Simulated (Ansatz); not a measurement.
LiNbO$_{3}$ (LiNbO3 type, space group R3c)

```xyz
10
Lattice="2.5687 1.4831 4.6282 -2.5687 1.4831 4.6282 0.0000 -2.9661 4.6282" Properties=species:S:1:pos:R:3 pbc="T T T"
Li     0.0000     0.0000     9.7495
Li     0.0000     0.0000     2.8072
Nb     0.0000     0.0000    13.6650
Nb     0.0000     0.0000     6.7227
O     -0.6526     1.4375     8.1613
O      1.5712    -0.1536     8.1613
O     -0.9186    -1.2839     8.1613
O      0.9975     1.3295     5.8471
O      0.6526    -1.5286     5.8471
O     -1.6501     0.1991     5.8471
```

Equation-of-state scan: isotropic scaling of the cell above, V₀ being its volume. The atoms relax within the cell's symmetry.

Computed with r2SCAN (plane waves to 500 eV, PAW, scalar-relativistic; Ansatz, a quantum-chemistry and plane-wave program). k mesh 8×8×8 (Γ-centred), Fermi-Dirac smearing 0.05 eV. The energy includes the smearing's −TS. Stress and pressure are positive under compression. With the shape held, the modulus is that of even scaling; a crystal free to change shape is softer. LiNbO3 is run without spin polarisation. LiNbO3 was relaxed with its symmetry unable to fall. ΔE is measured from the relaxed starting cell.

| V (Å³/atom) | ΔE (meV/atom) |
|---|---|
| 9.944 | 15.8 |
| 10.071 | 9.9 |
| 10.198 | withheld |
| 10.325 | 2.4 |
| 10.452 | 0.6 |
| 10.579 | 0.0 |
| 10.706 | 0.5 |
| 10.833 | 2.1 |
| 10.960 | 4.6 |
| 11.087 | 8.0 |
| 11.214 | 12.1 |

Problem. Fit a third-order Birch-Murnaghan form (E₀, V₀, B₀, B₀′ free) to the given rows and predict ΔE at V = 10.198.

Solution. Least squares on the 10 given rows: ΔE = E₀ + (9V₀B₀/16)·y²·[2 + (B₀′ − 4)y], y = (V₀/V)^(2/3) − 1, with V₀ = 10.581 Å³/atom, B₀ = 115.8 GPa (160.2 GPa = 1 eV/Å³; the term in eV is multiplied by 1000), B₀′ = 5.33, E₀ = 0.02 meV/atom; root-mean-square residual 0.03 meV/atom. At 10.198 the fit gives 5.4 meV/atom; the calculation gives 5.4 meV/atom, the same to the digits shown. For the pressure the fit gives 4.71 GPa against the computed 4.70 GPa.

(Under strain, the slope of the energy per volume gives the stress and its curvature an elastic modulus.)
